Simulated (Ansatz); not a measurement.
Structures of CsRh₃: which is lowest?

Plane-wave DFT in Ansatz with scalar-relativistic PAW potentials, cutoff 420 eV, Γ-centred meshes chosen by cell and gap, Gaussian smearing with energies taken to zero width. Every cell was relaxed (cell and atoms) in a run of its own, within the symmetry of its start. Functional: PBE.

Relaxed structures (starts from databases or built by putting these elements on another compound's sites):
A. Pm-3m, 4 atoms in the computed cell, a = 4.171 Å; sites (symmetry × multiplicity) Cs m-3m × 1, Rh 4/mm.m × 3; start: built
B. Fm-3m, 4 atoms in the computed cell, a = 6.641 Å; sites (symmetry × multiplicity) Cs m-3m × 4, Rh -43m × 8 + m-3m × 4; start: built

Problem. Rank them by energy. Could pressure change the order?

Solution.
| structure | group | E − E(lowest) (meV/atom) | V (Å³/atom) | gap on mesh (eV) |
| --- | --- | --- | --- | --- |
| B | Fm-3m | 0.0 | 18.31 | 0.00 |
| A | Pm-3m | 54 | 18.14 | 0.00 |

B is lowest, 54 meV/atom under A. The two lowest differ in volume by under 3 %, too little for a first-order estimate of what pressure does to that pair (other pairs aren't weighed here); with rigid cells even 3 % in favour of the higher one would need about 16 GPa. Other structures may lie lower than all of these, and vibrations aren't counted.

Spin-orbit coupling is left out, which matters for the bands of heavy elements.